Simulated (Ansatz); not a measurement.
Values for one crystal, relaxed and computed with r²SCAN in the plane-wave PAW code Ansatz; other levels are named.

```yaml
volume_per_atom: 15.09 Å³
electronic_character: metallic (no gap)
Density of states at the Fermi level: 0.33 states/eV per atom (mean over ±0.08 eV)
Formation energy from the elements (no fitted shifts): 6.8 kJ/mol of atoms
```

Question: Which of these materials gives this?
(A) Ga2W, Fddd (Ga on 16f, W on 8b)
(B) Zr2Ga, I4/mcm (Zr on 8h, Ga on 4a)
(C) ScGa3, Cu3Au type
(D) EuGa4, I4/mmm (Eu on 2a, Ga on 4e, Ga on 4d)

Answer: A, Ga2W, Fddd (Ga on 16f, W on 8b)

The start of the workflow was typed in or built on a structure type; neither database checked (COD, Materials Project) lists it. Its standing as an ambient phase is unchecked. Symmetry was held in the r²SCAN relaxation; whether a distortion lowers the energy is not shown. No spin polarisation was allowed. The references are the lowest solids computed at this level, not always the standard phases. Spin–orbit coupling is left out wherever it is not named.

Potentials: the later of the program's two PAW sets.
